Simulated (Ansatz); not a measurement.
# H₄NClO — electric field gradients

The cell is a structure deposited in the COD, its atoms then relaxed with PBE in this cell.

Space group P2_1/c (No. 14); a = 6.9500, b = 5.9500, c = 7.7000 Å, β = 120.80°.

```csv
site,Wyckoff,site symmetry,x,y,z
H1,4e,1,0.2431,0.9846,0.1909
H5,4e,1,0.2819,0.5286,0.1409
H9,4e,1,0.1268,0.6507,0.2299
H13,4e,1,0.4163,0.6721,0.3676
N,4e,1,0.2734,0.6645,0.2238
Cl,4e,1,0.2400,0.1856,0.3998
O,4e,1,0.2624,0.8587,0.1135
```

One atom of each set is listed.

Level of theory: DFT, r2SCAN, plane waves and PAW, scalar-relativistic, 500 eV cutoff, Γ-centred 6×6×5 k-points, Fermi–Dirac smearing 0.05 eV (Ansatz 0.2.0).

C_Q = eQV_zz/h, which is 24.18 MHz for Q = 1 b and V_zz = 10²¹ V/m²; η = (V_xx − V_yy)/V_zz.

²H: I = 1, Q = 2.858 mb; 14N: I = 1, Q = 20.44 mb; 37Cl: I = 3/2, Q = -63.93 mb; 17O: I = 5/2, Q = -25.58 mb. Nuclear quadrupole moments: year-2017 set (Pyykkö).

```json
{"site": "H1", "atoms": "4", "first shell": "1 O at 1.01 Å; also 1 N at 1.92 Å, 1 Cl at 2.01 Å", "V_xx, V_yy, V_zz (10²¹ V/m²)": "-0.95, -1.66, 2.61", "η": "0.27", "C_Q (MHz)": "0.180"}
{"site": "H5", "atoms": "4", "first shell": "1 N at 1.05 Å; also 1 O at 1.97 Å, 1 Cl at 2.15 Å", "V_xx, V_yy, V_zz (10²¹ V/m²)": "-1.08, -1.24, 2.32", "η": "0.07", "C_Q (MHz)": "0.160"}
{"site": "H9", "atoms": "4", "first shell": "1 N at 1.05 Å; also 1 O at 2.02 Å, 1 Cl at 2.22 Å", "V_xx, V_yy, V_zz (10²¹ V/m²)": "-1.14, -1.31, 2.45", "η": "0.07", "C_Q (MHz)": "0.169"}
{"site": "H13", "atoms": "4", "first shell": "1 N at 1.04 Å; also 1 O at 2.02 Å, 1 Cl at 2.29 Å", "V_xx, V_yy, V_zz (10²¹ V/m²)": "-1.19, -1.39, 2.58", "η": "0.08", "C_Q (MHz)": "0.178"}
{"site": "N", "atoms": "4", "first shell": "3 H at 1.04–1.05 Å, 1 O at 1.41 Å; also 1 H at 1.92 Å", "V_xx, V_yy, V_zz (10²¹ V/m²)": "-3.70, -4.56, 8.26", "η": "0.10", "C_Q (MHz)": "4.08"}
{"site": "Cl", "atoms": "4", "first shell": "4 H at 2.01–2.29 Å; also 5 N at 3.17–3.44 Å", "V_xx, V_yy, V_zz (10²¹ V/m²)": "0.18, 1.59, -1.77", "η": "0.80", "C_Q (MHz)": "2.73"}
{"site": "O", "atoms": "4", "first shell": "1 H at 1.01 Å, 1 N at 1.41 Å, angle 104°; also 3 H at 1.97–2.02 Å", "V_xx, V_yy, V_zz (10²¹ V/m²)": "-2.68, -23.4, 26.0", "η": "0.79", "C_Q (MHz)": "-16.1"}
```

At H5, H9 and H13 V_zz points along its bond to N (within 2°) in each case. At H1 V_zz points along its bond to O (within 2°).

The largest force is 0.4 eV/Å, so the atoms aren't at the calculated equilibrium and relaxing them would move these values. The lattice is static: at room temperature NH₃ may turn and average the couplings of its hydrogen.
